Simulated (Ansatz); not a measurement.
TiC in space group P6_3/mmc (No. 194; Ti on 2c, C on 2d) under volume change, plane-wave PAW PBE (Ansatz code), shape and atoms relaxed at each volume.

| V (Å³/atom) | E − E(relaxed) (meV/atom) | P (GPa) |
|---|---|---|
| 11.036 | … | … |
| 11.400 | … | … |
| 11.763 | 6.9 | 6.26 |
| 12.127 | 0.0 | 0.01 |
| 12.491 | 6.3 | -5.37 |
| 12.855 | 23.8 | -10.00 |
| 13.219 | 51.2 | -13.97 |

Question: Some entries are withheld; supply them.

Answer: 
- 11.400, E − E(relaxed) (meV/atom): 29.2
- 11.400, P (GPa): 13.52
- 11.036, E − E(relaxed) (meV/atom): 69.2
- 11.036, P (GPa): 21.95

Question: What does a third-order Birch–Murnaghan fit give for V₀, B₀ and B′?

Answer: V₀ = 12.13 Å³/atom, B₀ = 193 GPa, B′ = 4.0.

The start of the workflow was typed in or built on a structure type; neither database checked (COD, Materials Project) lists it. It is not the phase usual at ambient conditions (space group No. 225). Symmetry was held in the PBE relaxation; whether a distortion lowers the energy is not shown. No spin polarisation was allowed. The volume moved by -15 % from the start of the relaxation.

Potentials: the later of the program's two PAW sets.
